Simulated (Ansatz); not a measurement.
Consider the following.

ZnSnN₂:
```cif
data_N6Sn3Zn3
_chemical_formula_sum 'Zn3 Sn3 N6'
_space_group_name_H-M_alt 'R-3m :H'
_space_group_IT_number 166
_space_group_name_Hall '-R 3 2"'
_cell_length_a 3.16740
_cell_length_b 3.16740
_cell_length_c 15.45055
_cell_angle_alpha 90.000
_cell_angle_beta 90.000
_cell_angle_gamma 120.000
loop_
_atom_site_label
_atom_site_type_symbol
_atom_site_symmetry_multiplicity
_atom_site_Wyckoff_symbol
_atom_site_fract_x
_atom_site_fract_y
_atom_site_fract_z
_atom_site_occupancy
Zn1 Zn 3 a 0.00000 0.00000 0.00000 1
Sn1 Sn 3 b 0.00000 0.00000 0.50000 1
N1 N 6 c 0.00000 0.00000 0.24645 1
```
(The calculation used a cell of 4 atoms; values per cell refer to that cell.)

This is the r²SCAN-relaxed structure.

Q: All from plane-wave PAW r²SCAN (Ansatz code), unless another level is named. Give the HSE06 gap on the r²SCAN cell.

A: 1.90 eV.

Q: Predict the formation energy from the elements (no fitted shifts).

A: 0.17 eV/atom.

Q: Give the electron effective mass with spin–orbit coupling.

A: 0.14 mₑ (isotropic).

Q: What about the conduction-band minimum?

A: at Γ.

The start of the workflow was typed in or built on a structure type; neither database checked (COD, Materials Project) lists it. Whether it is the stable phase at ambient conditions was not checked. Symmetry was held in the r²SCAN relaxation; whether a distortion lowers the energy is not shown. Its formation energy is positive at this level, so the cell may be metastable or incomplete. The references are the lowest solids computed at this level, not always the standard phases (solids in place of the gases). Scalar-relativistic: spin–orbit coupling is off unless named, which matters more the heavier the elements.

Potentials: the later of the program's two PAW sets.
